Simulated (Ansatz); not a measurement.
The relaxed structure here is a generated cell of Al2Cu: the first start was made by a random draw of sites in a space group, and the end was not matched to a known phase here, so it may be hypothetical. Known forms of Al2Cu include space group No. 140.

The end point of a relaxation of Al$_{2}$Cu. Computed with PBEsol (plane waves to 420 eV, PAW, scalar-relativistic; Ansatz, an electronic-structure program).

```
CELL_PARAMETERS angstrom
      7.39697     0.00000     0.00000
     -3.69849     6.40597     0.00000
      0.00000     0.00000     2.86781
ATOMIC_POSITIONS crystal
  Al 0.57775 0.78887 0.00000
  Al 0.21113 0.78887 0.00000
  Al 0.21113 0.42225 0.00000
  Al 0.86529 0.13471 0.50000
  Al 0.86529 0.73058 0.50000
  Al 0.26942 0.13471 0.50000
  Cu 0.88921 0.44461 0.00000
  Cu 0.55539 0.44461 0.00000
  Cu 0.55539 0.11079 0.00000
```

Problem. Determine the symmetry and give the standard cell with its independent sites.

Solution. Space group P-6m2 (No. 187); a = 7.3970 Å, b = 7.3970 Å, c = 2.8678 Å, α = 90.00°, β = 90.00°, γ = 120.00°

| atom | site | symmetry | x | y | z |
|---|---|---|---|---|---|
| Al | 3j | mm2 | 0.2111 | 0.4223 | 0.0000 |
| Al | 3k | mm2 | 0.2694 | 0.1347 | 0.5000 |
| Cu | 3j | mm2 | 0.5554 | 0.1108 | 0.0000 |

Problem. Give the shortest distances between elements (the closest pairs, up to four, under 3.6 Å).

Solution. Al–Cu 2.47 Å; Cu–Cu 2.47 Å; Al–Al 2.71 Å.

```json
{
 "volume_per_atom": "15.10 Å³",
 "band_gap": "no gap (metallic)"
}
```

No spin polarisation in the result.

The run could not lose the symmetry of its start, so the end can be a saddle point.
